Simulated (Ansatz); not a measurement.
Rh (fcc, Cu type)

```
CELL_PARAMETERS angstrom
      0.00000     3.80000     3.80000
      1.90000     0.00000     1.90000
      1.90000     1.90000     0.00000
ATOMIC_POSITIONS crystal
  Rh 0.00000 0.00000 0.00000
  Rh 0.50000 0.00000 0.00000
```

The atoms are displaced by Q × the pattern below (from a DFPT mode at L = (0.5, 0.0, 0.0), largest move 1; Q in Å), at fixed cell. It is one choice among 2 degenerate patterns. (q is in reciprocal vectors of the primitive cell; the cell shown is doubled to hold the pattern.)

```json
[
 {"atom": "Rh1", "x": "-0.285", "y": "0.520", "z": "-0.805"},
 {"atom": "Rh2", "x": "0.285", "y": "-0.520", "z": "0.805"}
]
```

These are r2SCAN (plane waves to 500 eV, PAW, scalar-relativistic; Ansatz, a program for electronic structure) values and carry that method's errors. k mesh 21×21×21 (Γ-centred), Fermi-Dirac smearing 0.05 eV. The energy includes the smearing's −TS. With partly filled bands, energies and forces of such displacements shift with the k mesh and the smearing. Rh is run without spin polarisation. Rh was relaxed with its symmetry unable to fall. The zero of ΔE is the undisplaced structure. The last digit holds for this mesh only.

```csv
Q (Å),ΔE (meV/cell)
-0.1000,72.0
-0.0833,50.3
-0.0667,32.4
-0.0500,withheld
-0.0333,8.1
-0.0167,2.0
0.0000,0.0
0.0167,2.0
0.0333,8.1
0.0500,withheld
0.0667,32.4
0.0833,50.3
0.1000,72.0
```

Task: Fit an even polynomial form (powers 2, 4) to the given rows and predict ΔE at Q = 0.0500.

Result: Least squares on the 11 given rows: ΔE = (7348)·Q² + (-14740)·Q⁴, in meV/cell with Q in Å; root-mean-square residual 0.03 meV/cell. At 0.0500 the fit gives 18.3 meV/cell; the calculation gives 18.3 meV/cell, the same to the digits shown. The quadratic term alone would give 18.4 meV/cell.

(For displaced atoms, the force is minus the slope of the energy, and its curvature is a force constant, which sets phonon frequencies.)
